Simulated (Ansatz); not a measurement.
CuCl:
```cif
data_ClCu
_chemical_formula_sum 'Cu1 Cl1'
_space_group_name_H-M_alt 'Pm-3m'
_space_group_IT_number 221
_space_group_name_Hall '-P 4 2 3'
_cell_length_a 3.11604
_cell_length_b 3.11604
_cell_length_c 3.11604
_cell_angle_alpha 90.000
_cell_angle_beta 90.000
_cell_angle_gamma 90.000
loop_
_atom_site_label
_atom_site_type_symbol
_atom_site_symmetry_multiplicity
_atom_site_Wyckoff_symbol
_atom_site_fract_x
_atom_site_fract_y
_atom_site_fract_z
_atom_site_occupancy
Cu1 Cu 1 a 0.00000 0.00000 0.00000 1
Cl1 Cl 1 b 0.50000 0.50000 0.50000 1
```

Relaxed with PBEsol.

Q: Which orbitals make up the states near the Fermi level in plane-wave PAW PBEsol (Ansatz code)?

A: Within 0.5 eV of the Fermi level: Cu 3d 70 %, Cl 3p 29 %. Projections are on Löwdin-orthogonalised atomic valence shells; empty p or d shells of many metals are not among them.

Q: Tabulate the density of states.

A: States/eV per cell of 2 atoms, in 0.25 eV bins, energy from the Fermi level.

| E (eV) | total | Cu 3d | Cl 3p | Cu 4s |
|---|---|---|---|---|
| -7.85 | 0.00 | 0.00 | 0.00 | 0.00 |
| -7.60 | 0.10 | 0.00 | 0.07 | 0.03 |
| -7.35 | 0.32 | 0.01 | 0.22 | 0.08 |
| -7.10 | 0.48 | 0.02 | 0.34 | 0.11 |
| -6.85 | 0.63 | 0.03 | 0.46 | 0.13 |
| -6.60 | 0.81 | 0.04 | 0.61 | 0.14 |
| -6.35 | 1.08 | 0.05 | 0.84 | 0.16 |
| -6.10 | 1.60 | 0.08 | 1.29 | 0.19 |
| -5.85 | 1.72 | 0.12 | 1.42 | 0.13 |
| -5.60 | 1.74 | 0.19 | 1.42 | 0.09 |
| -5.35 | 1.32 | 0.14 | 1.08 | 0.06 |
| -5.10 | 1.20 | 0.14 | 0.98 | 0.04 |
| -4.85 | 1.14 | 0.14 | 0.93 | 0.03 |
| -4.60 | 1.10 | 0.15 | 0.89 | 0.03 |
| -4.35 | 1.12 | 0.17 | 0.89 | 0.03 |
| -4.10 | 1.11 | 0.18 | 0.88 | 0.02 |
| -3.85 | 1.17 | 0.21 | 0.91 | 0.02 |
| -3.60 | 1.23 | 0.25 | 0.94 | 0.02 |
| -3.35 | 1.47 | 0.33 | 1.09 | 0.02 |
| -3.10 | 2.27 | 0.62 | 1.61 | 0.01 |
| -2.85 | 1.47 | 0.41 | 1.04 | 0.00 |
| -2.60 | 0.53 | 0.18 | 0.35 | 0.00 |
| -2.35 | 0.27 | 0.10 | 0.16 | 0.00 |
| -2.10 | 0.39 | 0.28 | 0.08 | 0.03 |
| -1.85 | 4.33 | 4.13 | 0.09 | 0.07 |
| -1.60 | 2.95 | 2.83 | 0.05 | 0.04 |
| -1.35 | 8.90 | 8.62 | 0.10 | 0.06 |
| -1.10 | 7.59 | 7.17 | 0.23 | 0.07 |
| -0.85 | 7.25 | 6.60 | 0.57 | 0.03 |
| -0.60 | 2.97 | 2.23 | 0.70 | 0.01 |
| -0.35 | 4.25 | 2.98 | 1.23 | 0.01 |
| -0.10 | 1.49 | 1.03 | 0.45 | 0.00 |
| 0.15 | 0.01 | 0.00 | 0.00 | 0.00 |
| 0.40 | 0.02 | 0.00 | 0.00 | 0.01 |
| 0.65 | 0.02 | 0.00 | 0.00 | 0.01 |
| 0.90 | 0.03 | 0.00 | 0.01 | 0.02 |
| 1.15 | 0.10 | 0.01 | 0.01 | 0.07 |
| 1.40 | 0.30 | 0.04 | 0.02 | 0.21 |
| 1.65 | 0.39 | 0.04 | 0.03 | 0.28 |
| 1.90 | 0.48 | 0.04 | 0.05 | 0.33 |
| 2.15 | 0.58 | 0.04 | 0.07 | 0.38 |
| 2.40 | 0.77 | 0.04 | 0.10 | 0.50 |
| 2.65 | 0.91 | 0.04 | 0.14 | 0.59 |
| 2.90 | 0.86 | 0.03 | 0.17 | 0.55 |
| 3.15 | 0.98 | 0.02 | 0.21 | 0.59 |
| 3.40 | 1.43 | 0.02 | 0.36 | 0.84 |
| 3.65 | 0.77 | 0.01 | 0.16 | 0.40 |
| 3.90 | 0.46 | 0.01 | 0.07 | 0.19 |
| 4.15 | 0.37 | 0.00 | 0.04 | 0.11 |
| 4.40 | 0.30 | 0.00 | 0.02 | 0.04 |
| 4.65 | 0.25 | 0.00 | 0.01 | 0.01 |

The start of the workflow was typed in or built on a structure type; neither database checked (COD, Materials Project) lists it. It is not the phase usual at ambient conditions (space group No. 216). Symmetry was held in the PBEsol relaxation. At this level the phase is dynamically unstable (imaginary phonons). The workflow began spin-polarised and lost its moments. The compound may be a true metal, but semilocal functionals without U, or a wrong spin order, can also close a gap.

Potentials: the later of the program's two PAW sets.
